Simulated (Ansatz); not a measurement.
Values for one crystal, relaxed and computed with PBE in the plane-wave PAW code Ansatz; other levels are named.

- Volume per atom = 11.95 Å³
- Electronic character = metallic (no gap)
- Elastic constants (relaxed ions, GPa) = C11 = 177, C12 = 124, C44 = 78.9
- Density of states at the Fermi level = 0.31 states/eV per atom (mean over ±0.08 eV)
- Bulk modulus (Birch–Murnaghan fit) = 141 GPa
- Mechanical stability = stable (all eigenvalues of C positive)
- Pressure derivative B′ = 5.0

**Question.** Which compound is it?
A) Pb, fcc (Cu type)
B) Cu, fcc (Cu type)
C) Al, fcc (Cu type)
D) Na, bcc (W type)

**Answer.** B, Cu, fcc (Cu type)

Space group Fm-3m (fcc (Cu type)). The PBE relaxation kept the symmetry of its start. No spin polarisation was allowed. As this level gives no gap, shear constants depend on the k-mesh and smearing (Fermi–Dirac, 0.1 eV here).

Potentials: the later of the program's two PAW sets.
